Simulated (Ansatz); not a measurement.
Relaxed candidate structures of MgPd:

A. P4/nmm, origin choice 1 (No. 129), tP4, AFLOW prototype AB_tP4_129_c_c (B11, as in TiCu); a = 3.388 Å, b = 3.388 Å, c = 5.714 Å, α = 90.00°, β = 90.00°, γ = 90.00°; Mg 2c (0.000, 0.500, 0.340); Pd 2c (0.500, 0.000, 0.141)

B. Pm-3m (No. 221), cP2, CsCl type; a = b = c = 3.144 Å, α = β = γ = 90.00°; Mg 1a (0.000, 0.000, 0.000); Pd 1b (0.500, 0.500, 0.500)

C. P3m1 (No. 156), hP8; a = 4.317 Å, b = 4.317 Å, c = 8.568 Å, α = 90.00°, β = 90.00°, γ = 120.00°; Mg 1a (0.000, 0.000, 0.664); Mg 1c (0.667, 0.333, 0.456); Mg 1a (0.000, 0.000, 0.304); Mg 1a (0.000, 0.000, 0.981); Pd 1c (0.667, 0.333, 0.788); Pd 1b (0.333, 0.667, 0.237); Pd 1b (0.333, 0.667, 0.564); Pd 1c (0.667, 0.333, 0.116)

Task: Order them by energy per atom (lowest first) at the level PBEsol (plane waves to 420 eV, PAW, scalar-relativistic; Ansatz, a first-principles code).

Result: B (reference, the lowest among the structures calculated here), A (+0.24 eV/atom), C (+0.34 eV/atom)

Each run could gain symmetry but not lose that of its start, so entries can be saddle points. From databases, or of a type measured for this composition: Pm-3m, cP2, CsCl type; the others are generated cells (placed on structure types, drawn at random, substituted or restacked) that were not matched to a known phase here. Energies are at zero temperature and pressure, without zero-point motion. No spin polarisation in the result.
